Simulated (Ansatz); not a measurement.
Ti4CN3:
```yaml
crystal:
  lattice:
    - [1.50388, 0.86826, 9.84174]
    - [-1.50388, 0.86826, 9.84174]
    - [0.00000, -1.73653, 9.84174]
  atoms:
    - { symbol: Ti, position: [0.62570, 0.62570, 0.62570] }
    - { symbol: Ti, position: [0.37430, 0.37430, 0.37430] }
    - { symbol: Ti, position: [0.87473, 0.87473, 0.87473] }
    - { symbol: Ti, position: [0.12527, 0.12527, 0.12527] }
    - { symbol: C, position: [0.50000, 0.50000, 0.50000] }
    - { symbol: N, position: [0.74879, 0.74879, 0.74879] }
    - { symbol: N, position: [0.25121, 0.25121, 0.25121] }
    - { symbol: N, position: [0.00000, 0.00000, 0.00000] }
```

Relaxed with r²SCAN. Special points in fractions of this cell's reciprocal vectors: Γ (0.000, 0.000, 0.000); T (0.500, 0.500, 0.500); H2 (0.828, 0.172, 0.500); H0 (0.500, -0.172, 0.172); L (0.500, 0.000, 0.000); S0 (0.336, -0.336, 0.000); S2 (0.664, 0.000, 0.336); F (0.500, 0.000, 0.500).

### Question
List the band energies nearest the Fermi level at these points for r²SCAN in the plane-wave PAW code Ansatz.

### Answer
In eV from the Fermi level; about four levels below and three above (degenerate sets whole), none deeper than 8.9 eV; points with the same levels are listed once.

```tsv
k	below	above
Γ	-1.25 -1.25 -0.40 -0.40 -0.37	0.68 0.68 0.80 0.80
T	-1.99 -1.99 -0.15 -0.15	0.15 0.15 0.24
H2	-5.19 -4.42 -4.41 -3.62	0.74 0.79 1.01
L	-3.73 -2.44 -1.61 -1.26	1.22 1.60 1.83
S0	-5.19 -4.42 -4.41 -3.62	0.73 0.89 0.93
F	-2.80 -2.72 -2.28 -0.22	0.27 1.82 1.85
```

Space group R-3m. The first step of the workflow began from a Materials Project structure, measured or hypothetical; the Crystallography Open Database copy checked does not list it. Its standing as an ambient phase is unchecked. The cell was relaxed with r²SCAN under the symmetry of its start; whether a distortion lowers the energy is not shown. The run is not spin-polarised. With an odd number of electrons in the cell and no spin polarisation, the count alone makes it a metal.

Potentials: the later of the program's two PAW sets.
